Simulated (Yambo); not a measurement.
# Convergence of the G0W0 gap of BaHI

G0W0@LDA for BaHI (space group P4/nmm, No. 129) in Yambo. Reference settings: 2×2×2 Γ-centred k mesh, 243 bands and a 7 Ry block in the screening, 243 bands in G with the Bruneval-Gonze terminator, plasmon pole fitted at 27.2 eV. The LDA gap Z → Z on this mesh is 2.60 eV; G0W0 gaps are taken between the same points.

```tsv
change from the reference	G0W0 gap Z → Z (eV)	shift of the valence edge (eV)	rough Yambo cost
reference settings	4.17	-0.99	1
wavefunctions cut at 10 Ry	4.17	-0.97	about 1/2
wavefunctions cut at 20 Ry	4.17	-0.99	about 1/2
wavefunctions cut at 50 Ry	4.17	-0.99	within a factor of two
51 bands in W, 51 bands in G, 4 Ry block	4.16	-0.29	about 1/9
51 bands in W, 51 bands in G, 2 Ry block	4.17	-0.30	about 1/8
51 bands in W, 51 bands in G, 6 Ry block	4.18	-0.31	about 1/7
85 bands in W, 85 bands in G, 3 Ry block	4.01	-0.54	about 1/5
186 bands in W, 186 bands in G, 2 Ry block	3.86	-0.59	about 1/3
186 bands in W, 186 bands in G, 6 Ry block	4.13	-0.91	within a factor of two
6 Ry block	4.14	-0.96	within a factor of two
51 bands in W, 51 bands in G, no terminator	4.11	0.03	about 1/5
130 bands in W, 130 bands in G, 3 Ry block, no terminator	3.99	-0.56	about 1/4
186 bands in W, 186 bands in G, 3 Ry block, no terminator	3.97	-0.68	about 1/3
3 Ry block, no terminator	3.96	-0.74	about 1/2
```

The reference isn't shown to be the converged limit. Costs are rough (shared machines), scaled to the same edge states, and given only for runs that recompute the screening.

Spin-orbit coupling is left out, which matters for elements this heavy: edges can move by tenths of an eV.

Geometry of the Materials Project entry, not relaxed at this level; primitive cell a = 4.776 Å, b = 4.776 Å, c = 7.800 Å, α = 90.00°, β = 90.00°, γ = 90.00°.

A shift is the quasiparticle energy of the state minus its LDA energy.
